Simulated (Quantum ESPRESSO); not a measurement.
**Kohn-Sham bands of Se (P3₁21)**

```xyz
3
Lattice="4.5048 0.0000 0.0000 -2.2524 3.9013 0.0000 0.0000 0.0000 4.9788" Properties=species:S:1:pos:R:3 pbc="T T T"
Se     0.9816     0.0000     1.6596
Se    -0.4908     0.8501    -1.6596
Se    -0.4908    -0.8501     0.0000
```

Structure: Materials Project mp-14, symmetrised, not relaxed again. COD (Crystallography Open Database) has the formula in 4 space groups, this one among them (matched by group alone). Computed values, not measurements, from PBEsol: Quantum ESPRESSO (norm-conserving PseudoDojo potentials, cutoff 69 Ry, no spin polarisation, no spin-orbit coupling) on a Γ-centred 6×6×6 mesh, then Wannier90. Density: 12×12×6 mesh, cold smearing 0.01 Ry. The cell is built of weakly bound layers, chains or molecules, whose nearest atoms lie 3.56 Å apart. Database cells relaxed without dispersion often hold them too far apart, which can enlarge gaps and weakens couplings between them; spacing and stacking were not compared with the measured crystal. Spin-orbit coupling, left out, would split the p-like bands by a few tenths of an eV.

Energies are relative to the valence-band maximum; weights are on the orthonormalised atomic waves of the pseudopotential files, averaged over the group. 48 electrons a cell are treated as valence.

```tsv
bands	from (eV)	to (eV)	filling	weight on atomic waves
1–15	-48.30	-47.86	filled	(withheld)
16–18	-15.62	-9.53	filled	(withheld)
19–24	-5.64	0.00	filled	(withheld)
25–27	1.04	3.92	empty	(withheld)
```

Question: Which atomic shells make up each group?

Answer: 
- 1–15, weight on atomic waves: Se 3d 100 %
- 16–18, weight on atomic waves: Se 4s 86 %, Se 4p 13 %
- 19–24, weight on atomic waves: Se 4p 95 %, Se 4s 4 %
- 25–27, weight on atomic waves: Se 4p 90 %, Se 4s 4 %

The Kohn-Sham gap over both meshes and the path is 1.04 eV.
